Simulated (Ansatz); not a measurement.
BeS:
```
CELL_PARAMETERS angstrom
      0.00000     2.43417     2.43417
      2.43417     0.00000     2.43417
      2.43417     2.43417     0.00000
ATOMIC_POSITIONS crystal
  Be 0.00000 0.00000 0.00000
  S  0.25000 0.25000 0.25000
```

Relaxed with r²SCAN. Special points in fractions of this cell's reciprocal vectors: Γ (0.000, 0.000, 0.000); X (0.500, 0.000, 0.500); U (0.625, 0.250, 0.625); K (0.375, 0.375, 0.750); L (0.500, 0.500, 0.500); W (0.500, 0.250, 0.750).

List the band energies nearest the valence-band maximum at these points for r²SCAN (plane waves, PAW; program Ansatz).

In eV from the valence-band maximum; about four levels below and three above (degenerate sets whole), none deeper than 8.9 eV; points with the same levels are listed once.

```tsv
k	below	above
Γ	0.00 0.00 0.00	6.23 6.23 6.23
X	-5.14 -2.68 -2.68	3.59 5.36 13.70 13.70
U	-4.66 -4.14 -2.22	4.85 8.04 11.31
L	-5.89 -1.04 -1.04	6.03 7.11 7.11
W	-4.36 -3.92 -3.35	6.94 8.67 9.20
```

Space group F-43m (zinc blende). The r²SCAN relaxation kept the symmetry of its start.

Potentials: the earlier of the program's two PAW sets. The files were generated under PBE; for other functionals the program regenerates the frozen cores, and for LDA and PBEsol the local potential too.
